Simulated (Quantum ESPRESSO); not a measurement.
## Band energies of C

```
CELL_PARAMETERS angstrom
      1.22805    -2.12706     0.00000
      1.22805     2.12706     0.00000
      0.00000     0.00000     7.17327
ATOMIC_POSITIONS crystal
  C  0.58338 0.41662 0.75314
  C  0.41662 0.58338 0.24686
  C  0.91662 0.08338 0.75314
  C  0.08338 0.91662 0.24686
```

PBEsol (pw.x of Quantum ESPRESSO, ONCV potentials, without SOC); path ΓMKΓALHA,LM,KH; energies in eV from the Fermi level.

```
k (1/Å)  point  band 4  band 5  band 6  band 7  band 8  band 9  band 10  band 11
-------  -----  ------  ------  ------  ------  ------  ------  -------  -------
0.00         Γ   -7.10   -3.09   -3.08   -3.08   -3.07    3.47     8.33     8.36
0.32             -6.78   -4.14   -4.12   -3.63   -3.63    3.81     8.41     8.46
0.74             -7.48   -6.71   -5.40   -5.14   -5.14    5.33     7.01     7.45
1.16            -11.23   -6.27   -6.27   -4.27   -3.24    2.96     3.63     7.53
1.48         M  -13.42   -6.54   -6.54   -2.55   -2.55    1.66     1.66     7.44
1.90            -13.00   -8.40   -8.35   -1.95   -1.94    1.36     1.52     9.87
2.33         K  -12.62  -10.81  -10.78   -0.54   -0.27    0.03     0.37    10.05
2.76            -10.56   -9.17   -9.11   -3.37   -2.38    2.37     3.17     8.99
3.08             -8.55   -7.24   -7.19   -5.52   -4.29    5.10     5.76     6.62
3.50             -6.20   -5.53   -5.49   -4.66   -4.65    4.44     8.87     8.90
3.93             -7.06   -3.21   -3.19   -3.16   -3.15    3.51     8.34     8.41
4.04         Γ   -7.10   -3.09   -3.08   -3.08   -3.07    3.47     8.33     8.36
4.25             -7.34   -3.09   -3.09   -3.08   -3.07    4.07     7.61     8.33
4.47         A   -7.82   -3.09   -3.09   -3.08   -3.07    5.54     5.73     8.35
4.67             -7.69   -3.51   -3.50   -3.31   -3.31    5.66     5.85     8.41
5.06             -6.69   -6.21   -6.20   -4.61   -4.61    6.63     6.80     8.31
5.46             -9.73   -5.89   -5.89   -4.86   -4.78    4.81     4.87     7.73
5.75            -12.26   -6.43   -6.43   -3.13   -3.07    2.28     2.32     7.49
5.95         L  -13.42   -6.54   -6.54   -2.50   -2.50    1.53     1.53     7.44
6.16            -13.32   -7.07   -7.07   -2.35   -2.35    1.50     1.50     8.16
6.59            -12.58   -9.93   -9.92   -1.15   -1.15    0.83     0.86    10.23
6.80         H  -12.67  -10.80  -10.80   -0.14   -0.12   -0.10    -0.07     9.96
6.90            -12.28  -10.65  -10.65   -0.69   -0.65    0.41     0.48     9.99
7.28            -10.32   -8.87   -8.87   -3.26   -3.18    3.09     3.15     9.72
7.66             -7.83   -6.55   -6.54   -5.58   -5.50    6.33     6.38     7.80
8.03             -7.09   -5.10   -5.09   -4.35   -4.35    6.25     6.44     8.82
8.32             -7.70   -3.47   -3.46   -3.31   -3.31    5.65     5.84     8.42
8.51         A   -7.82   -3.09   -3.09   -3.08   -3.07    5.54     5.73     8.35
8.51         L  -13.42   -6.54   -6.54   -2.50   -2.50    1.53     1.53     7.44
8.62            -13.42   -6.54   -6.54   -2.51   -2.51    1.55     1.55     7.44
8.95         M  -13.42   -6.54   -6.54   -2.55   -2.55    1.66     1.66     7.44
8.95         K  -12.62  -10.81  -10.78   -0.54   -0.27    0.03     0.37    10.05
9.38         H  -12.67  -10.80  -10.80   -0.14   -0.12   -0.10    -0.07     9.96
```

Along the path the PBEsol gap is only about 0.02 eV, below what this setup resolves reliably; no G0W0 run was built on it. Semilocal functionals shrink small gaps, and the order of the bands at the edge may be inverted.

Geometry of the Materials Project entry, not relaxed at this level.

This is not the ordinary phase of the substance; no match was found in the copy of COD used, and its stability was not checked.

Letters of k points follow the standard setting of the lattice, whose axes may be ordered differently from the printed cell.

The distance between layers or molecules is the database entry's, not relaxed here. Functionals without dispersion can leave it too large, which widens gaps and weakens the response across layers: the numbers belong to this cell.
